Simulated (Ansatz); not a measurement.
In the program Ansatz at the PBEsol level (PAW), S in the α-S8 structure (Fddd) relaxes to a = 10.614 Å, b = 12.962 Å, c = 24.297 Å. S on 32h has 2 nearest neighbours from 2.06 Å (bent); S on 32h has 2 nearest neighbours from 2.06 Å (bent); S on 32h has 2 nearest neighbours from 2.06 Å (bent); S on 32h has 2 nearest neighbours from 2.06 Å (bent).

The Kohn–Sham gap is 1.99 eV (indirect).

Symmetry was held in the PBEsol relaxation. A crystal of weakly bound molecules computed without a dispersion correction: the cell and the soft elastic constants depend strongly on that.

Potentials: the later of the program's two PAW sets.
